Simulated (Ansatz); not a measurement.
Polymorphs of Ge3N4, each relaxed with DFT-PBEsol in the program Ansatz with PAW potentials:

A: Fd-3m
a = 8.2312 Å, b = 8.2312 Å, c = 8.2312 Å, α = 90.00°, β = 90.00°, γ = 90.00°

| atom | site | symmetry | x | y | z |
|---|---|---|---|---|---|
| Ge | 16c | .-3m | 0.1250 | 0.1250 | 0.1250 |
| Ge | 8b | -43m | 0.5000 | 0.5000 | 0.5000 |
| N | 32e | .3m | 0.3669 | 0.3669 | 0.3669 |

B: P6_3/m
a = b = 8.0566 Å, c = 3.0846 Å, α = β = 90.00°, γ = 120.00°

```csv
atom,site,symmetry,x,y,z
Ge,6h,m..,0.2372,0.4066,0.2500
N,6h,m..,0.3304,0.0258,0.2500
N,2c,-6..,0.3333,0.6667,0.2500
```

**Question.** Put the candidates in order of energy per atom at 0 K, lowest first, for PBEsol.

**Answer.** B (+0 meV/atom), A (+50 meV/atom)

**Question.** Give each one's gap.

**Answer.** A 2.12 eV; B 2.09 eV.

All cells were relaxed under the symmetry of their starts (and spin orders); stability against distortions was not tested throughout. Scalar-relativistic: spin–orbit coupling is off unless named, which matters more the heavier the elements.

Energies hold the estimated change up to a 700 eV cutoff; steps of a few meV lie near the error of the meshes.

Potentials: the later of the program's two PAW sets.
